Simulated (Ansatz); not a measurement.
Input, command and steps of an Ansatz relaxation.

```yaml
crystal:
  lattice:
    - [5.92742, 0.0, 0.0]
    - [0.0, 8.354309, 0.0]
    - [0.0, 0.0, 5.889325]
  atoms:
    - { symbol: Zr, position: [0.0, 0.0, 0.0] }
    - { symbol: Zr, position: [0.0, 0.5, 0.0] }
    - { symbol: Zr, position: [0.5, 0.0, 0.5] }
    - { symbol: Zr, position: [0.5, 0.5, 0.5] }
    - { symbol: Pb, position: [0.523862, 0.25, 0.006927] }
    - { symbol: Pb, position: [0.023862, 0.25, 0.493073] }
    - { symbol: Pb, position: [0.976138, 0.75, 0.506927] }
    - { symbol: Pb, position: [0.476138, 0.75, 0.993073] }
    - { symbol: O, position: [0.015782, 0.75, 0.077229] }
    - { symbol: O, position: [0.287512, 0.040192, 0.211509] }
    - { symbol: O, position: [0.287512, 0.459808, 0.211509] }
    - { symbol: O, position: [0.787512, 0.040192, 0.288491] }
    - { symbol: O, position: [0.787512, 0.459808, 0.288491] }
    - { symbol: O, position: [0.515782, 0.75, 0.422771] }
    - { symbol: O, position: [0.484218, 0.25, 0.577229] }
    - { symbol: O, position: [0.212488, 0.540192, 0.711509] }
    - { symbol: O, position: [0.212488, 0.959808, 0.711509] }
    - { symbol: O, position: [0.712488, 0.540192, 0.788491] }
    - { symbol: O, position: [0.712488, 0.959808, 0.788491] }
    - { symbol: O, position: [0.984218, 0.25, 0.922771] }
basis:
  ecutwfc: 420
kpoints:
  mp_grid: { grid: [4, 4, 4] }
hamiltonian:
  xc: pbesol
scf:
  occupations: { method: gaussian, width: 0.02 }
output:
  forces: true
  stress: true
  eigenvalues: true
relax:
  adjacent_minimum: "off"
  f_tol: 0.01
  max_steps: 40
```

```bash
ansatz run input.yaml --threads 4 --pin off --max-ram 10240MiB --backend cpu --events-out ev --progress --plain --runs-dir out
```

Method: DFT PBEsol, scalar-relativistic, plane waves, PAW (Ansatz 0.2.0).

Of 4 frames 4 are shown, positions in Å and forces in eV/Å; the SCF threshold varies from step to step. The mark taken_back stands on steps that the optimiser undid.

```xyz
20
Lattice="5.9274 0.0000 0.0000 0.0000 8.3543 0.0000 0.0000 0.0000 5.8893" Properties=species:S:1:pos:R:3:forces:R:3 pbc="T T T" step=1 free_energy_over_end_meV_per_atom=3.18
Zr    0.0000    0.0000    0.0000    0.0000    0.0000    0.0000
Zr    0.0000    4.1772    0.0000    0.0000    0.0000    0.0000
Zr    2.9637    0.0000    2.9447    0.0000    0.0000    0.0000
Zr    2.9637    4.1772    2.9447    0.0000    0.0000    0.0000
Pb    3.1052    2.0886    0.0408    0.0005    0.0000   -0.0011
Pb    0.1414    2.0886    2.9039    0.0005    0.0000    0.0011
Pb    5.7860    6.2657    2.9855   -0.0005    0.0000   -0.0011
Pb    2.8223    6.2657    5.8485   -0.0005    0.0000    0.0011
O     0.0935    6.2657    0.4548   -0.0436    0.0000   -0.1976
O     1.7042    0.3358    1.2456   -0.0785   -0.1267    0.0995
O     1.7042    3.8414    1.2456   -0.0785    0.1267    0.0995
O     4.6679    0.3358    1.6990   -0.0785   -0.1267   -0.0995
O     4.6679    3.8414    1.6990   -0.0785    0.1267   -0.0995
O     3.0573    6.2657    2.4898   -0.0436    0.0000    0.1976
O     2.8702    2.0886    3.3995    0.0436    0.0000   -0.1976
O     1.2595    4.5129    4.1903    0.0785   -0.1267    0.0995
O     1.2595    8.0185    4.1903    0.0785    0.1267    0.0995
O     4.2232    4.5129    4.6437    0.0785   -0.1267   -0.0995
O     4.2232    8.0185    4.6437    0.0785    0.1267   -0.0995
O     5.8339    2.0886    5.4345    0.0436    0.0000    0.1976
20
Lattice="5.9274 0.0000 0.0000 0.0000 8.3543 0.0000 0.0000 0.0000 5.8893" Properties=species:S:1:pos:R:3:forces:R:3 pbc="T T T" step=2 free_energy_over_end_meV_per_atom=0.36
Zr    0.0000    0.0000    0.0000    0.0000    0.0000    0.0000
Zr    0.0000    4.1772    0.0000    0.0000    0.0000    0.0000
Zr    2.9637    0.0000    2.9447    0.0000    0.0000    0.0000
Zr    2.9637    4.1772    2.9447    0.0000    0.0000    0.0000
Pb    3.0641    2.0886    0.0300    0.0381    0.0000    0.0352
Pb    0.1004    2.0886    2.9147    0.0381    0.0000   -0.0352
Pb    5.8271    6.2657    2.9746   -0.0381    0.0000    0.0352
Pb    2.8633    6.2657    5.8593   -0.0381    0.0000   -0.0352
O     0.0871    6.2657    0.4089   -0.0580    0.0000   -0.0327
O     1.6815    0.3068    1.2693   -0.0148   -0.0365    0.0247
O     1.6815    3.8704    1.2693   -0.0148    0.0365    0.0247
O     4.6452    0.3068    1.6754   -0.0148   -0.0365   -0.0247
O     4.6452    3.8704    1.6754   -0.0148    0.0365   -0.0247
O     3.0508    6.2657    2.5358   -0.0580    0.0000    0.0327
O     2.8766    2.0886    3.3535    0.0580    0.0000   -0.0327
O     1.2822    4.4840    4.2140    0.0148   -0.0365    0.0247
O     1.2822    8.0475    4.2140    0.0148    0.0365    0.0247
O     4.2460    4.4840    4.6200    0.0148   -0.0365   -0.0247
O     4.2460    8.0475    4.6200    0.0148    0.0365   -0.0247
O     5.8403    2.0886    5.4805    0.0580    0.0000    0.0327
20
Lattice="5.9274 0.0000 0.0000 0.0000 8.3543 0.0000 0.0000 0.0000 5.8893" Properties=species:S:1:pos:R:3:forces:R:3 pbc="T T T" step=3 free_energy_over_end_meV_per_atom=0.44 taken_back
Zr    0.0000    0.0000    0.0000    0.0000    0.0000    0.0000
Zr    0.0000    4.1772    0.0000    0.0000    0.0000    0.0000
Zr    2.9637    0.0000    2.9447    0.0000    0.0000    0.0000
Zr    2.9637    4.1772    2.9447    0.0000    0.0000    0.0000
Pb    3.0960    2.0886    0.0612   -0.0358    0.0000   -0.0806
Pb    0.1323    2.0886    2.8835   -0.0358    0.0000    0.0806
Pb    5.7951    6.2657    3.0058    0.0358    0.0000   -0.0806
Pb    2.8314    6.2657    5.8282    0.0358    0.0000    0.0806
O     0.0578    6.2657    0.3980    0.0667    0.0000   -0.0504
O     1.6743    0.2914    1.2779    0.0078    0.0606    0.0171
O     1.6743    3.8857    1.2779    0.0078   -0.0606    0.0171
O     4.6380    0.2914    1.6668    0.0078    0.0606   -0.0171
O     4.6380    3.8857    1.6668    0.0078   -0.0606   -0.0171
O     3.0215    6.2657    2.5467    0.0667    0.0000    0.0504
O     2.9060    2.0886    3.3426   -0.0667    0.0000   -0.0504
O     1.2894    4.4686    4.2225   -0.0078    0.0606    0.0171
O     1.2894    8.0629    4.2225   -0.0078   -0.0606    0.0171
O     4.2531    4.4686    4.6115   -0.0078    0.0606   -0.0171
O     4.2531    8.0629    4.6115   -0.0078   -0.0606   -0.0171
O     5.8697    2.0886    5.4914   -0.0667    0.0000    0.0504
20
Lattice="5.9274 0.0000 0.0000 0.0000 8.3543 0.0000 0.0000 0.0000 5.8893" Properties=species:S:1:pos:R:3:forces:R:3 pbc="T T T" step=4 free_energy_over_end_meV_per_atom=0.00
Zr    0.0000    0.0000    0.0000    0.0000    0.0000    0.0000
Zr    0.0000    4.1772    0.0000    0.0000    0.0000    0.0000
Zr    2.9637    0.0000    2.9447    0.0000    0.0000    0.0000
Zr    2.9637    4.1772    2.9447    0.0000    0.0000    0.0000
Pb    3.0741    2.0886    0.0499    0.0056    0.0000    0.0017
Pb    0.1104    2.0886    2.8948    0.0056    0.0000   -0.0017
Pb    5.8170    6.2657    2.9946   -0.0056    0.0000    0.0017
Pb    2.8533    6.2657    5.8394   -0.0056    0.0000   -0.0017
O     0.0732    6.2657    0.3996   -0.0062    0.0000   -0.0009
O     1.6676    0.3079    1.2850   -0.0035   -0.0069    0.0044
O     1.6676    3.8693    1.2850   -0.0035    0.0069    0.0044
O     4.6313    0.3079    1.6597   -0.0035   -0.0069   -0.0044
O     4.6313    3.8693    1.6597   -0.0035    0.0069   -0.0044
O     3.0369    6.2657    2.5450   -0.0062    0.0000    0.0009
O     2.8905    2.0886    3.3443    0.0062    0.0000   -0.0009
O     1.2961    4.4851    4.2297    0.0035   -0.0069    0.0044
O     1.2961    8.0464    4.2297    0.0035    0.0069    0.0044
O     4.2598    4.4851    4.6043    0.0035   -0.0069   -0.0044
O     4.2598    8.0464    4.6043    0.0035    0.0069   -0.0044
O     5.8542    2.0886    5.4897    0.0062    0.0000    0.0009
```

The run took 120 s on 4 threads of AMD EPYC (Zen 3) (shared host), peak memory 1.4 GiB.

Spin–orbit coupling is left out, which can shift energies with elements as heavy as these.